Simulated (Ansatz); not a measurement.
CdTe:
```
CdTe
1.0
    4.56214     0.00000     0.00000
   -2.28107     3.95093     0.00000
    0.00000     0.00000    10.46962
Cd Te
3 3
Direct
  0.00000   0.49982   0.66667
  0.50018   0.50018   0.00000
  0.49982   0.00000   0.33333
  0.00000   0.49992   0.16667
  0.50008   0.50008   0.50000
  0.49992   0.00000   0.83333
```

Relaxed with r²SCAN.

Q: Tabulate the valence density and the electron localisation function along the shortest Cd–Te contact (2.87 Å), DFT-r²SCAN in the program Ansatz with PAW potentials.

A: 

```csv
distance from Cd (Å),density (e/Å³),ELF
0.29,18.61,0.86
0.43,12.09,0.65
0.57,6.70,0.46
0.72,3.15,0.35
0.86,1.27,0.28
1.01,0.56,0.20
1.15,0.36,0.17
1.29,0.30,0.27
1.44,0.32,0.51
1.58,0.38,0.67
1.72,0.49,0.67
1.87,0.64,0.57
2.01,0.95,0.45
2.15,1.95,0.31
2.30,4.33,0.17
2.44,8.34,0.07
2.58,13.27,0.03
```

The density is the valence pseudo-density with augmentation charge, so density and ELF within about 1 Å of a nucleus are not all-electron values.

Space group P6_422. The first step of the workflow began from a Materials Project structure, measured or hypothetical; the Crystallography Open Database copy checked does not list it. It is not the phase usual at ambient conditions (space group No. 216). The cell was relaxed with r²SCAN under the symmetry of its start; whether a distortion lowers the energy is not shown. Spin–orbit coupling is left out wherever it is not named.

Potentials: the earlier of the program's two PAW sets. The files were generated under PBE; for other functionals the program regenerates the frozen cores, and for LDA and PBEsol the local potential too.
